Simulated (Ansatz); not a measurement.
Data:

LaCl:
Space group R-3m, hexagonal axes (No. 166); a = b = 4.0575 Å, c = 27.9680 Å, α = β = 90.00°, γ = 120.00°

```csv
atom,site,symmetry,x,y,z
La,6c,3m,0.0000,0.0000,0.2189
Cl,6c,3m,0.0000,0.0000,0.3857
```
(The calculation used a cell of 4 atoms; values per cell refer to that cell.)

This is the r²SCAN+D4-relaxed structure.

Task: All from the program Ansatz at the r²SCAN+D4 level (PAW), unless another level is named. Predict the electronic character.

Result: metallic (no gap).

Task: Predict the density of states at the Fermi level.

Result: 2.4 states/eV per atom (mean over ±0.08 eV).

Task: Predict the formation energy from the elements (no fitted shifts).

Result: -1.62 eV/atom.

The workflow started from an entry of the Crystallography Open Database (COD). Its standing as an ambient phase is unchecked. The cell was relaxed with r²SCAN+D4 under the symmetry of its start; whether a distortion lowers the energy is not shown. The references are the lowest solids computed at this level, not always the standard phases (solids in place of the gases). Scalar-relativistic: spin–orbit coupling is off unless named, which matters more the heavier the elements.

Potentials: the later of the program's two PAW sets.
